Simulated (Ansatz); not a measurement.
### Question
Each is relaxed and computed with the program Ansatz at the PBE level (PAW). Which is the only metal?
(A) HfSiO4, I4_1/amd (Hf on 4a, Si on 4b, O on 16h)
(B) Hf2Si, P6_3/mmc (Si on 2c, Hf on 2a, Hf on 2d)
(C) SiO2, P4_2/nmc (Si on 2a, O on 4d)
(D) HfO2, CdI2 type

### Answer
B, Hf2Si, P6_3/mmc (Si on 2c, Hf on 2a, Hf on 2d). Hf2Si: metal; HfSiO4: gap 5.31 eV (indirect); HfO2: gap 4.76 eV (indirect); SiO2: gap 5.04 eV (indirect). Constructed cells (a structure type filled with these elements, in neither database checked): Hf2Si, P6_3/mmc (Si on 2c, Hf on 2a, Hf on 2d); HfO2, CdI2 type; SiO2, P4_2/nmc (Si on 2a, O on 4d). Not the usual ambient phase: HfO2, CdI2 type; SiO2, P4_2/nmc (Si on 2a, O on 4d). Weakly bound layers, chains or molecules computed without a dispersion correction, so cells and soft constants are ill determined: HfO2, CdI2 type. All cells were relaxed under the symmetry of their starts (and spin orders); stability against distortions was not tested throughout. Rows with no word on spin ran without spin polarisation. Spin–orbit coupling is left out wherever it is not named.

Potentials: the later of the program's two PAW sets.
